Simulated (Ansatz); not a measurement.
The start is a relaxed SnO cell, doubled along one cell vector, shaken by Gaussian noise of σ = 0.08 Å a coordinate. Cell shape, volume and atoms are optimised at zero target pressure with r2SCAN (plane waves to 500 eV, PAW, scalar-relativistic; Ansatz, a quantum-chemistry and plane-wave program). First-step values are on the input's coarse k-mesh.

Ansatz input (later rounds restart from its end on a renewed k-mesh):
Ansatz 0.2 input:
```yaml
crystal:
  lattice:
    - [6.396648017, 0, 0]
    - [0, 3.1983240085, 0]
    - [0, 0, 6.2494558191]
  atoms:
    - { symbol: Sn, position: [-0.0087463869, 0.4832680283, -0.008470631] }
    - { symbol: Sn, position: [0.4988750189, 0.5445737691, 0.0194199395] }
    - { symbol: Sn, position: [0.2276612559, -0.0225081087, 0.5013191881] }
    - { symbol: Sn, position: [0.7625740835, -0.0395818574, 0.4937875523] }
    - { symbol: O, position: [0.0173369763, -0.0020201198, 0.2420838543] }
    - { symbol: O, position: [0.5064751563, 0.0133449181, 0.2515344418] }
    - { symbol: O, position: [-0.009302602, 0.0055698781, 0.7542067437] }
    - { symbol: O, position: [0.4882956474, 0.0308466343, 0.7564273883] }
basis: { ecutwfc: 500, ecutrho_ratio: 4, xc_grid: 4, fft_grid_basis: typed }
kpoints: { mp_grid: { grid: [4, 7, 4] } }
hamiltonian:
  xc: r2scan
  dispersion: none
  pseudopotentials: { azcp: { folder: ./paw }, kind: paw }
scf: { occupations: { method: fermi_dirac, width: 0.05 } }
relax: { f_tol: 0.01, max_steps: 100, cell: { stress_tol: 0.02 } }
output: { forces: true, stress: true }
```

| Quantity | Result |
|---|---|
| Largest initial force | about 2.5 eV/Å, on Sn3 (atoms numbered as listed) |
| Volume change | -2.4 %, from 15.98 to 15.60 Å³/atom |
| Shortest distances (start → end) | The closest pairs of elements (up to four, under 3.6 Å), start → end: O–Sn 2.09 → 2.22 Å; O–O 3.05 → 2.92 Å; Sn–Sn 2.98 → 3.01 Å |
| Band gap at the end | zero (metallic) |
| Optimiser moves | 13 |

The end point of the relaxation:

```cif
data_O4Sn4
_chemical_formula_sum 'Sn4 O4'
_space_group_name_H-M_alt 'Pmma'
_space_group_IT_number 51
_space_group_name_Hall '-P 2a 2a'
_cell_length_a 6.01477
_cell_length_b 5.89203
_cell_length_c 3.52137
_cell_angle_alpha 90.000
_cell_angle_beta 90.000
_cell_angle_gamma 90.000
loop_
_atom_site_label
_atom_site_type_symbol
_atom_site_symmetry_multiplicity
_atom_site_Wyckoff_symbol
_atom_site_fract_x
_atom_site_fract_y
_atom_site_fract_z
_atom_site_occupancy
Sn1 Sn 2 c 0.00000 0.00000 0.50000 1
Sn2 Sn 2 f 0.75000 0.50000 0.20928 1
O1 O 4 g 0.00000 0.25201 0.00000 1
```

Final values are on a 8×8×13 k-mesh of the relaxed cell. No spin polarisation in the result.

The relaxed structure here is a generated cell of SnO: the first start was made by placing the elements on the sites of a structure type, and the end was not matched to a known phase here, so it may be hypothetical. Known forms of SnO include space group No. 129.
